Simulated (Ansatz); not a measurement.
The start is a randomly generated symmetric cell of Ti (space group No. 139). Cell shape, volume and atoms are optimised at zero target pressure with r2SCAN (plane waves to 500 eV, PAW, scalar-relativistic; Ansatz, a program for electronic structure). The first steps use a coarse 19×19×19 k-mesh.

Starting cell:
```
Ti
1.0
   -1.18270     1.18270     3.68250
    1.18270    -1.18270     3.68250
    1.18270     1.18270    -3.68250
Ti
1
Direct
  0.00000   0.00000   0.00000
```

Q: What symmetry does the relaxed structure have?

A: The space group goes from I4/mmm (No. 139) to Fm-3m (No. 225); the end is fcc (Cu type), with 1 atom in the primitive cell.

Q: By how much does the energy per atom fall from start to end?

A: About 1.4 eV/atom.

Q: How does the volume per atom move from start to end?

A: -15.7 %, from 20.60 to 17.37 Å³/atom.

Q: How do the shortest distances between atoms change?

A: The closest pairs of elements (up to four, under 3.6 Å), start → end: Ti–Ti 2.37 → 2.91 Å.

Q: What does it relax into? Give the structure.

A: 
```cif
data_Ti4
_chemical_formula_sum 'Ti4'
_space_group_name_H-M_alt 'Fm-3m'
_space_group_IT_number 225
_space_group_name_Hall '-F 4 2 3'
_cell_length_a 4.11118
_cell_length_b 4.11118
_cell_length_c 4.11118
_cell_angle_alpha 90.000
_cell_angle_beta 90.000
_cell_angle_gamma 90.000
loop_
_atom_site_label
_atom_site_type_symbol
_atom_site_symmetry_multiplicity
_atom_site_Wyckoff_symbol
_atom_site_fract_x
_atom_site_fract_y
_atom_site_fract_z
_atom_site_occupancy
Ti1 Ti 4 a 0.00000 0.00000 0.00000 1
```
(The calculation used a cell of 1 atom; values per cell refer to that cell.)

Final values are on a 19×19×19 k-mesh of the relaxed cell. The start holds a very short contact (Ti–Ti 2.37 Å). No spin polarisation in the result.

The run could not lose the symmetry of its start: the end is stationary, and may be a saddle point rather than a minimum.

The relaxed structure here is a generated cell of Ti: the first start was made by a random draw of sites in a space group, and the end was not matched to a known phase here, so it may be hypothetical. Known forms of Ti include space group No. 194.
